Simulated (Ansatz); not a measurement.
**G0W0 run on CdS (F-43m)**

All numbers below come from G0W0@PBE, plasmon-pole screening, hard PAW set made for 700 eV (Ansatz 0.2.0-dev).

The input was:

```json
{
 "crystal": {"lattice": [[0.0, 2.909, 2.909], [2.909, 0.0, 2.909], [2.909, 2.909, 0.0]], "atoms": [{"symbol": "Cd", "position": [0, 0, 0]}, {"symbol": "S", "position": [0.25, 0.25, 0.25]}]},
 "kpoints": {"mp_grid": {"grid": [6, 6, 6], "shift": [0, 0, 0]}},
 "hamiltonian": {"xc": "pbe", "pseudopotentials": {"kind": "paw", "azcp": {"Cd": "pseudopotentials/Cd.paw.azcp", "S": "pseudopotentials/S.paw.azcp"}}},
 "scf": {"occupations": {"method": "fixed"}, "convergence": {"dr2_threshold": "1e-9 eV"}, "lower_state_search": "off"},
 "output": {"forces": false, "stress": false},
 "gw": {"n_empty_bands": 483, "ecut_chi": 180.0, "qp_bands": ["v1", "c1"], "qp_kpoints": [[0, 0, 0], [0, 0.5, 0.5], [0, 0, 0.5]], "ecutfock_ratio": 2},
 "basis": {"ecutwfc": 700}
}
```

The input is rewritten from the run's settings (development build, wave cutoff 700 eV).

Levels count from the highest filled Kohn-Sham level listed; ε_QP = ε_KS + Z(Σ − Vxc). VB is the top filled band, CB the lowest empty one.

| k | band | ε_KS (eV) | Σx − Vxc (eV) | Σc (eV) | Z | ε_QP (eV) |
| --- | --- | --- | --- | --- | --- | --- |
| Γ | VB | 0.00 | -2.78 | 1.71 | 0.79 | -0.83 |
| Γ | CB | 1.16 | 3.73 | -3.69 | 0.82 | 1.19 |
| L | VB | -0.76 | -3.06 | 1.89 | 0.78 | -1.68 |
| L | CB | 3.02 | 4.31 | -4.03 | 0.82 | 3.26 |
| X | VB | -1.90 | -3.44 | 2.12 | 0.78 | -2.93 |
| X | CB | 3.54 | 3.70 | -3.77 | 0.83 | 3.48 |

The gap (direct at Γ) opens from 1.16 eV to 2.02 eV.

Electronic (ion-clamped) dielectric constant on this mesh, from the head of the inverse dielectric matrix: 6.9.

Spin-orbit coupling is left out. Band sums or response are cut, so the gap isn't at its basis limit. Filled d shells converge slowest, and with PAW files the limit can differ from the all-electron one by tenths of an eV. Meshes this coarse can overestimate the dielectric constant by a tenth and more.
